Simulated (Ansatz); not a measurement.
A relaxed structure of SiC. Space group P6₃mc (No. 186), AFLOW prototype AB_hP8_186_ab_ab (B5, as in SiC). These are PBEsol (plane waves to 420 eV, PAW, scalar-relativistic; Ansatz, an electronic-structure program) values and carry that method's errors.

```cif
data_C4Si4
_chemical_formula_sum 'Si4 C4'
_space_group_name_H-M_alt 'P63mc'
_space_group_IT_number 186
_space_group_name_Hall 'P 6c -2c'
_cell_length_a 3.07808
_cell_length_b 3.07808
_cell_length_c 10.07605
_cell_angle_alpha 90.000
_cell_angle_beta 90.000
_cell_angle_gamma 120.000
loop_
_atom_site_label
_atom_site_type_symbol
_atom_site_symmetry_multiplicity
_atom_site_Wyckoff_symbol
_atom_site_fract_x
_atom_site_fract_y
_atom_site_fract_z
_atom_site_occupancy
Si1 Si 2 a 0.00000 0.00000 0.00032 1
Si2 Si 2 b 0.33333 0.66667 0.25025 1
C1 C 2 a 0.00000 0.00000 0.31286 1
C2 C 2 b 0.33333 0.66667 0.06221 1
```

For SiC, the volume per atom is 10.33 Å³ and the density is 3.22 g/cm³. The band gap is 2.12 eV, indirect (valence top at Γ, conduction bottom at M) (no spin-orbit coupling). The smallest direct gap is 3.24 eV at M and the shortest distances is C–Si 1.88 Å; C–C 3.08 Å; Si–Si 3.08 Å. The k-mesh is 12×12×4.

Band energies at high-symmetry points (eV from the VBM; labels of this space group; no spin-orbit coupling), from −5 eV up to 6.6 eV:

```json
[
 {"point": "Γ", "energies": "-4.40 -4.36 -1.19 -1.19 -0.73 -0.73 -0.59 -0.59 -0.05 0.00 0.00 5.03 5.60 6.23 6.24"},
 {"point": "M", "energies": "-4.95 -4.13 -3.28 -2.41 -2.38 -2.23 -1.59 -1.13 2.12 2.24 4.11 4.66 5.20 5.68"},
 {"point": "K", "energies": "-4.41 -4.41 -4.03 -2.90 -2.90 -1.68 3.86 3.86 5.10 5.49 5.49"},
 {"point": "A", "energies": "-1.55 -1.55 -1.05 -1.05 -1.05 -1.05 -0.21 -0.21 -0.21 -0.21 5.23 5.23"},
 {"point": "L", "energies": "-3.84 -3.84 -3.04 -3.04 -2.53 -2.53 -1.56 -1.56 2.53 2.53 4.11 4.11 6.03 6.03"},
 {"point": "H", "energies": "-2.77 -2.77 -2.47 -2.47 3.12 3.12 6.61 6.61 6.62 6.62"}
]
```

No spin polarisation in the result.

The run could not lose the symmetry of its start.

The first start was generated by placing the elements on the sites of a structure type. A measured structure of SiC has the same space group, P6₃mc (No. 186); the sites were not compared with it.
